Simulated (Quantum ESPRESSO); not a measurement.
## Band energies of GaSe

```xyz
4
Lattice="1.8900 1.0912 7.9143 -1.8900 1.0912 7.9143 0.0000 -2.1824 7.9143" Properties=species:S:1:pos:R:3 pbc="T T T"
Ga     0.0000     0.0000     1.2272
Ga     0.0000     0.0000    22.5245
Se     0.0000     0.0000    18.2269
Se     0.0000     0.0000    13.4369
```

PBEsol (Quantum ESPRESSO, PseudoDojo norm-conserving, 86 Ry, no spin-orbit coupling); path ΓLB1,BZΓX,QFP1Z,LP; energies in eV from the valence-band maximum.

| k (1/Å) | point | band 25 | band 26 | band 27 | band 28 | band 29 | band 30 | band 31 | band 32 |
|---|---|---|---|---|---|---|---|---|---|
| 0.00 | Γ | -1.77 | -1.44 | -1.44 | -1.43 | -1.43 | 1.70 | 2.01 | 3.85 |
| 0.22 |  | -2.60 | -1.94 | -1.66 | -1.59 | -1.33 | 2.18 | 2.60 | 3.42 |
| 0.43 |  | -3.90 | -2.37 | -2.09 | -2.00 | -1.24 | 1.89 | 2.27 | 4.11 |
| 0.75 |  | -4.44 | -2.61 | -2.56 | -2.46 | -1.86 | 1.12 | 1.76 | 3.67 |
| 0.97 | L | -4.12 | -2.73 | -2.71 | -2.69 | -2.07 | 1.00 | 1.68 | 3.66 |
| 1.21 |  | -4.14 | -3.61 | -3.38 | -2.52 | -1.94 | 1.70 | 2.28 | 3.47 |
| 1.56 | B1 | -4.79 | -4.37 | -3.00 | -2.62 | -2.25 | 1.51 | 2.47 | 3.69 |
| 1.56 | B | -4.79 | -4.37 | -3.00 | -2.62 | -2.25 | 1.51 | 2.47 | 3.69 |
| 1.67 |  | -4.64 | -4.17 | -2.99 | -2.69 | -2.32 | 1.55 | 2.54 | 3.90 |
| 1.88 |  | -3.92 | -3.47 | -3.44 | -3.16 | -1.67 | 2.04 | 2.76 | 4.09 |
| 2.20 |  | -3.54 | -3.32 | -2.47 | -2.09 | -0.58 | 2.50 | 2.76 | 3.64 |
| 2.42 |  | -2.36 | -2.31 | -1.78 | -1.49 | -0.14 | 1.56 | 2.61 | 3.43 |
| 2.63 | Z | -1.56 | -1.56 | -1.30 | -1.30 | 0.00 | 0.64 | 1.94 | 3.77 |
| 3.03 | Γ | -1.77 | -1.44 | -1.44 | -1.43 | -1.43 | 1.70 | 2.01 | 3.85 |
| 3.23 |  | -2.54 | -1.89 | -1.64 | -1.63 | -1.35 | 2.17 | 2.68 | 3.29 |
| 3.54 |  | -4.16 | -2.73 | -2.57 | -2.18 | -1.24 | 2.38 | 2.47 | 3.39 |
| 3.75 |  | -4.31 | -3.67 | -3.43 | -2.09 | -1.47 | 2.15 | 2.50 | 2.99 |
| 3.95 |  | -4.48 | -4.16 | -3.70 | -2.19 | -1.92 | 1.83 | 2.47 | 3.20 |
| 4.16 | X | -4.79 | -4.39 | -3.04 | -2.60 | -2.21 | 1.56 | 2.36 | 3.76 |
| 4.16 | Q | -4.79 | -4.39 | -3.04 | -2.60 | -2.21 | 1.56 | 2.36 | 3.76 |
| 4.37 |  | -4.42 | -3.75 | -3.08 | -2.77 | -2.13 | 1.72 | 1.98 | 3.89 |
| 4.58 |  | -3.91 | -3.02 | -2.95 | -2.65 | -2.00 | 1.09 | 1.88 | 3.37 |
| 4.69 | F | -3.86 | -2.96 | -2.93 | -2.44 | -1.99 | 0.90 | 1.72 | 3.30 |
| 4.69 | P1 | -3.91 | -2.89 | -2.87 | -2.48 | -2.14 | 1.13 | 1.58 | 3.24 |
| 4.78 |  | -3.85 | -3.07 | -2.85 | -2.44 | -2.08 | 1.28 | 1.67 | 3.34 |
| 4.97 |  | -3.90 | -3.51 | -2.64 | -2.24 | -1.49 | 1.68 | 1.91 | 3.74 |
| 5.15 |  | -3.67 | -3.57 | -2.29 | -1.92 | -0.76 | 2.08 | 2.20 | 4.16 |
| 5.43 |  | -2.20 | -2.13 | -1.72 | -1.43 | -0.11 | 1.39 | 2.47 | 3.53 |
| 5.61 | Z | -1.56 | -1.56 | -1.30 | -1.30 | 0.00 | 0.64 | 1.94 | 3.77 |
| 5.61 | L | -4.12 | -2.73 | -2.71 | -2.69 | -2.07 | 1.00 | 1.68 | 3.66 |
| 5.88 | P | -3.91 | -2.89 | -2.87 | -2.48 | -2.14 | 1.13 | 1.58 | 3.24 |

The PBEsol gap is direct, 0.64 eV at Z.

Spin-orbit splittings are left out.

Geometry relaxed with PBE+D3(BJ).

This is not the ordinary phase of the substance; no match was found in the copy of COD used, and its stability was not checked.
